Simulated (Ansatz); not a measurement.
Data:

CuAu:
Space group P4/mmm (No. 123); a = b = 2.7652 Å, c = 3.6030 Å, α = β = γ = 90.00°

```json
[
 {"atom": "Cu", "site": "1d", "symmetry": "4/mmm", "x": "0.5000", "y": "0.5000", "z": "0.5000"},
 {"atom": "Au", "site": "1a", "symmetry": "4/mmm", "x": "0.0000", "y": "0.0000", "z": "0.0000"}
]
```

This is the LDA-relaxed structure.

Task: All from the program Ansatz at the LDA level (PAW), unless another level is named. Give the bulk modulus (Birch–Murnaghan fit).

Result: 189 GPa.

Task: Next, the highest zone-centre frequency?

Result: 211 cm⁻¹.

Symmetry was held in the LDA relaxation; of distortions, only those at the zone centre were tested. The run is not spin-polarised. As this level gives no gap, phonon frequencies hold no LO–TO term and depend on the k-mesh and smearing (Fermi–Dirac, 0.1 eV here). Axis ratios of metals converge slowly with the k-mesh, so a and c are less sure than the volume. On the denser mesh and wider smearing of the elastic run this cell carries a stress of 0.4 GPa. Scalar-relativistic: spin–orbit coupling is off unless named, which matters more the heavier the elements.

Potentials: the earlier of the program's two PAW sets.
